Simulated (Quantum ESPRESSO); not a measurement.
```cif
data_Mg4Te4
_chemical_formula_sum 'Mg4 Te4'
_space_group_name_H-M_alt 'F-43m'
_space_group_IT_number 216
_space_group_name_Hall 'F -4 2 3'
_cell_length_a 6.39351
_cell_length_b 6.39351
_cell_length_c 6.39351
_cell_angle_alpha 90.000
_cell_angle_beta 90.000
_cell_angle_gamma 90.000
loop_
_atom_site_label
_atom_site_type_symbol
_atom_site_symmetry_multiplicity
_atom_site_Wyckoff_symbol
_atom_site_fract_x
_atom_site_fract_y
_atom_site_fract_z
_atom_site_occupancy
Mg1 Mg 4 a 0.00000 0.00000 0.00000 1
Te1 Te 4 d 0.75000 0.75000 0.75000 1
```
(The calculation used a cell of 2 atoms; values per cell refer to that cell.)

The PBEsol cell relaxed from Materials Project entry mp-13033 was given an isotropic strain of -0.7 % on all lattice vectors, and the atoms were relaxed again.

Question: What does norm-conserving PBEsol (Quantum ESPRESSO, 84 Ry, scalar-relativistic) give for the electronic structure near the Fermi level?

Answer: The PBEsol gap is direct, 2.43 eV at Γ. Without spin-orbit coupling, band edges of such heavy elements can be off by tenths of an eV.

This is not the ordinary phase of the substance; no match was found in the copy of COD used, and its stability was not checked.
